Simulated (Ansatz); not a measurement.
Data:

VInO4:
```
CELL_PARAMETERS angstrom
      2.86813    -4.27345     0.00000
      2.86813     4.27345     0.00000
      0.00000     0.00000     6.64275
ATOMIC_POSITIONS crystal
  V  0.64087 0.35913 0.25000
  V  0.35913 0.64087 0.75000
  In 0.00000 0.00000 0.50000
  In 0.00000 0.00000 0.00000
  O  0.24729 0.75271 0.54582
  O  0.75271 0.24729 0.45418
  O  0.75271 0.24729 0.04582
  O  0.24729 0.75271 0.95418
  O  0.73157 0.78223 0.75000
  O  0.26843 0.21777 0.25000
  O  0.78223 0.73157 0.25000
  O  0.21777 0.26843 0.75000
```

This is the PBEsol-relaxed structure. Cartesian axes are those of the cell as given.

**Question.** All from plane-wave PAW PBEsol (Ansatz code), unless another level is named. Predict the Bader charges.

**Answer.** V +2.16, In +1.94, O -1.11 to -0.94 e.

**Question.** Next, the electronic dielectric constant ε∞ (DFPT)?

**Answer.** 4.37 (xx), 4.10 (yy), 4.02 (zz).

**Question.** What about the Born charges (a third of the trace)?

**Answer.** V +3.65, In +3.81, O -2.14 to -1.60 e.

Space group Cmcm. The workflow started from a Materials Project entry (that database holds measured and hypothetical structures alike); the Crystallography Open Database files this formula in space group No. 63, but the cells were not matched. Whether it is the stable phase at ambient conditions was not checked. The cell was relaxed with PBEsol under the symmetry of its start; whether a distortion lowers the energy is not shown. No spin polarisation was allowed. No Hubbard U is applied. Scalar-relativistic: spin–orbit coupling is off unless named, which matters more the heavier the elements.

Potentials: the later of the program's two PAW sets.
